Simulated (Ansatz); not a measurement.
Mo2C:
```
Mo2C
1.0
    4.70746     0.00000     0.00000
    0.00000     6.00378     0.00000
    0.00000     0.00000     5.17713
Mo C
8 4
Direct
  0.24524   0.87817   0.07980
  0.75476   0.12183   0.92020
  0.25476   0.62183   0.57980
  0.74524   0.37817   0.42020
  0.74524   0.62183   0.92020
  0.25476   0.37817   0.07980
  0.75476   0.87817   0.42020
  0.24524   0.12183   0.57980
  0.50000   0.87691   0.75000
  0.50000   0.12309   0.25000
  0.00000   0.62309   0.25000
  0.00000   0.37691   0.75000
```

Relaxed with PBEsol. Special points in fractions of this cell's reciprocal vectors: Γ (0.000, 0.000, 0.000); X (0.500, 0.000, 0.000); S (0.500, 0.500, 0.000); Y (0.000, 0.500, 0.000); Z (0.000, 0.000, 0.500); U (0.500, 0.000, 0.500); R (0.500, 0.500, 0.500); T (0.000, 0.500, 0.500).

Question: List the band energies nearest the Fermi level at these points for PBEsol (plane waves, PAW; program Ansatz).

Answer: In eV from the Fermi level; about four levels below and three above (degenerate sets whole), none deeper than 8.9 eV; points with the same levels are listed once.

```csv
k,below,above
Γ,-1.13 -0.77 -0.65 -0.64,0.56 0.88 0.92
X,-1.02 -1.02 -0.86 -0.86,0.98 0.98 1.02 1.02
S,-1.24 -1.24 -0.82 -0.82,0.26 0.26 0.51 0.51
Y,-0.68 -0.68 -0.46 -0.46,0.17 0.17 0.73 0.73
Z,-1.52 -1.52 -0.44 -0.44,0.03 0.03 0.34 0.34
U,-0.61 -0.61 -0.61 -0.61,0.78 0.78 0.78 0.78
R,-0.68 -0.68 -0.68 -0.68,1.77 1.77 1.77 1.77
T,-2.02 -2.02 -2.02 -2.02,0.11 0.11 0.11 0.11
```

Space group Pbcn. The workflow started from a Materials Project entry (that database holds measured and hypothetical structures alike); the Crystallography Open Database files this formula in space group No. 60, but the cells were not matched. Its standing as an ambient phase is unchecked. The cell was relaxed with PBEsol under the symmetry of its start; of distortions, only those at the zone centre were tested. The run is not spin-polarised. Scalar-relativistic: spin–orbit coupling is off unless named, which matters more the heavier the elements.

Potentials: the later of the program's two PAW sets.
